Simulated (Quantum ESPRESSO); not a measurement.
Convergence of NMR parameters in ZnS

```
ZnS
1.0
    3.80580     0.00000     0.00000
   -1.90290     3.29592     0.00000
    0.00000     0.00000     6.23798
Zn S
2 2
Direct
  0.33333   0.66667   0.00014
  0.66667   0.33333   0.50014
  0.33333   0.66667   0.37486
  0.66667   0.33333   0.87486
```
Geometry: a computed entry of the Materials Project; it was not checked against measured cells. It is ZnS in P6₃mc. Stability against distortions was not tested.

Method: σ by PBE GIPAW on JTH datasets (Quantum ESPRESSO, modified build). The cutoff rises from row to row, with the meshes as listed. Shieldings are absolute and leave out the bulk-susceptibility term; a larger σ means a smaller chemical shift. No d partial waves on S: the paramagnetic term there is incompletely reconstructed. Static lattice: thermal averaging is not included.

```csv
setting,cutoff (Ha),k-mesh
A,12,4×4×2 shifted
B,20,8×8×4 shifted
C,30,11×11×6 shifted
```

**Question.** From which setting on does σ_iso Zn (ppm) stay within 5 of the tightest run?

**Answer.** From C on (only the tightest run itself). Differences from the tightest run: A -159.9, B 17.3.

```json
[
 {"setting": "A", "cutoff (Ha)": "12", "k-mesh": "4×4×2 shifted", "σ_iso Zn (ppm)": "1043.7", "σ_iso S (ppm)": "697.7", "f-sum rule missed by (%)": "1.4"},
 {"setting": "B", "cutoff (Ha)": "20", "k-mesh": "8×8×4 shifted", "σ_iso Zn (ppm)": "1220.9", "σ_iso S (ppm)": "644.5", "f-sum rule missed by (%)": "0.00"},
 {"setting": "C", "cutoff (Ha)": "30", "k-mesh": "11×11×6 shifted", "σ_iso Zn (ppm)": "1203.6", "σ_iso S (ppm)": "633.6", "f-sum rule missed by (%)": "0.01"}
]
```
